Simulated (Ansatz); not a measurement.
Sr2MnO4 in space group I4/mmm (No. 139; Sr on 4e, Mn on 2a, O on 4c, O on 4e), plane-wave PAW PBEsol (Ansatz code), all energies at zero smearing, with the estimated change up to a 700 eV cutoff added, with one set of potentials and settings (totals compare only within such a set). Cell of 14 atoms (4 Sr, 2 Mn, 8 O): -26208.560 eV.

```tsv
element	reference phase	E (eV/atom)
Sr	Fm-3m, 1 atoms in the cell	-3492.2134
Mn	I-43m, 29 atoms in the cell, spin-polarised	-3868.8262
O	C2/m, 4 atoms in the cell, spin-polarised	-558.3554
```

Formation energy per atom, worked out: (-26208.560 − 4×(-3492.2134) − 2×(-3868.8262) − 8×(-558.3554))/14 = -2.515 eV/atom (-243 kJ per mol of atoms), at 0 K, without zero-point energy or fitted corrections.

The workflow started from an entry of the Crystallography Open Database (COD). Whether it is the stable phase at ambient conditions was not checked. The cell was relaxed with PBEsol under the symmetry of its start, as lowered by the spin order; whether a distortion lowers the energy is not shown. The final state is antiferromagnetic, chosen from 5 collinear starts compared on coarse meshes (ties went to the first, and starts can fall back to one state), not a proven ground state. No Hubbard U is applied. The references are the lowest solids computed at this level, not always the standard phases (solids in place of the gases).

Potentials: the later of the program's two PAW sets.
